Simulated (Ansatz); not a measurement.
Problem. Volume from PBE minus that from r²SCAN (% of the latter), each on its own relaxed cell (Ansatz, a first-principles code, plane waves, PAW; no spin–orbit coupling, no Hubbard U), over 15 phases of the class «oxides of main-group metals»: what sign and size do you expect?

Solution. Mean 3.7 %, median 3.5 %, mean absolute 3.7 %; eight in ten lie between 2.4 and 4.4 %, and 100 % are above zero.

Some cases that may be named, with their rank among the 15 from the lowest: SrO, rock salt 2.0 % (rank 1); CaO, rock salt 2.2 % (rank 2); MgO, rock salt 3.4 % (rank 7); SiBi2O5, Cmcm (Pearson symbol oS32) 3.5 % (rank 8); ZnO, wurtzite 4.4 % (rank 14); SiO2, P4_12_12 (Si on 4a, O on 8b) 6.7 % (rank 15).

The phases are those computed here (of each formula those with measured values and the lowest at some level), not a balanced benchmark, and neither functional is the truth. Pairs that end in unlike spin orders or unlike minima (c/a over 6 % apart, 30 % for weakly bound crystals), magnets with 4f shells, solids of gases and phases set aside for tests are left out.

Typed or built starts, not in the databases checked: SiBi2O5, Cmcm (Pearson symbol oS32). All cells were relaxed under the symmetry of their starts (and spin orders); stability against distortions was not tested throughout. Spin–orbit coupling is left out wherever it is not named.

Potentials: the earlier of the program's two PAW sets.

Ansatz is a plane-wave DFT program.
